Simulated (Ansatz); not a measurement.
A relaxation computed with Ansatz, from input to last step.

```yaml
crystal:
  lattice:
    - [-1.9882076075, 1.9882076075, 3.9171947284]
    - [1.9882076075, -1.9882076075, 3.9171947284]
    - [1.9882076075, 1.9882076075, -3.9171947284]
  atoms:
    - { symbol: Ti, position: [0.25, 0.75, 0.5] }
    - { symbol: Ti, position: [0.5, 0.5, 0.0] }
    - { symbol: Ti, position: [0.75, 0.25, 0.5] }
    - { symbol: O, position: [0.0, 0.5, 0.5] }
    - { symbol: O, position: [0.2383554079, 0.2383554079, 0.0] }
    - { symbol: O, position: [0.5, 0.0, 0.5] }
    - { symbol: O, position: [0.7616445921, 0.7616445921, 0.0] }
basis:
  ecutwfc: 420
kpoints:
  mp_grid: { grid: [12, 12, 12] }
hamiltonian:
  xc: pbesol
scf:
  occupations: { method: gaussian, width: 0.1 }
output:
  forces: true
  stress: true
  eigenvalues: true
  write_density: true
  write_potential: true
  elf: true
  volumetric_format: npy
relax:
  adjacent_minimum: "off"
  f_tol: 0.01
  max_steps: 30
  cell: { stress_tol: 0.1, fix: [volume] }
```

```bash
ansatz run input.yaml --threads 2 --pin off --max-ram 5120MiB --backend cpu --events-out ev --progress --plain --runs-dir out
```

These are results of DFT PBEsol, scalar-relativistic, plane waves, PAW (Ansatz 0.2.0), not measurements.

The volume is held at 0.91 times that of the relaxed cell.

Of 4 frames 3 are shown, positions in Å and forces in eV/Å; the SCF threshold varies from step to step. Steps run on the plane waves of an earlier cell, with a Pulay correction in the pressure. The basis is chosen afresh for the last frame, the zero of the energies, and at times for earlier ones too; energy and pressure step there, also at an unchanged geometry.

```xyz
7
Lattice="-1.9882 1.9882 3.9172 1.9882 -1.9882 3.9172 1.9882 1.9882 -3.9172" Properties=species:S:1:pos:R:3:forces:R:3 pbc="T T T" step=1 free_energy_over_end_meV_per_atom=0.66 pressure_GPa=27.92
Ti    1.9882    0.0000    1.9586    0.0000    0.0000    0.0000
Ti    0.0000    0.0000    3.9172    0.0000    0.0000    0.0000
Ti    0.0000    1.9882    1.9586    0.0000    0.0000    0.0000
O     1.9882    0.0000    0.0000    0.0000    0.0000    0.0000
O     0.0000    0.0000    1.8674    0.0000    0.0000   -0.2584
O     0.0000    1.9882    0.0000    0.0000    0.0000    0.0000
O     0.0000    0.0000    5.9670    0.0000    0.0000    0.2584
7
Lattice="-1.9888 1.9888 3.9148 1.9888 -1.9888 3.9148 1.9888 1.9888 -3.9148" Properties=species:S:1:pos:R:3:forces:R:3 pbc="T T T" step=2 free_energy_over_end_meV_per_atom=0.15 pressure_GPa=27.53
Ti    1.9888    0.0000    1.9574    0.0000    0.0000    0.0000
Ti    0.0000    0.0000    3.9148    0.0000    0.0000    0.0000
Ti    0.0000    1.9888    1.9574    0.0000    0.0000    0.0000
O     1.9888    0.0000    0.0000    0.0000    0.0000    0.0000
O     0.0000    0.0000    1.8568    0.0000    0.0000   -0.1250
O     0.0000    1.9888    0.0000    0.0000    0.0000    0.0000
O     0.0000    0.0000    5.9729    0.0000    0.0000    0.1250
7
Lattice="-1.9890 1.9890 3.9140 1.9890 -1.9890 3.9140 1.9890 1.9890 -3.9140" Properties=species:S:1:pos:R:3:forces:R:3 pbc="T T T" step=4 free_energy_over_end_meV_per_atom=0.00 pressure_GPa=27.18
Ti    1.9890    0.0000    1.9570    0.0000    0.0000    0.0000
Ti    0.0000    0.0000    3.9140    0.0000    0.0000    0.0000
Ti    0.0000    1.9890    1.9570    0.0000    0.0000    0.0000
O     1.9890    0.0000    0.0000    0.0000    0.0000    0.0000
O     0.0000    0.0000    1.8478    0.0000    0.0000   -0.0006
O     0.0000    1.9890    0.0000    0.0000    0.0000    0.0000
O     0.0000    0.0000    5.9802    0.0000    0.0000    0.0006
```

The run took 33 s on 2 threads of Intel(R) Xeon(R) Platinum 8488C (Sapphire Rapids), on a shared host, peak memory 0.62 GiB.

Spin polarisation was left out, and a magnetic state may lie lower.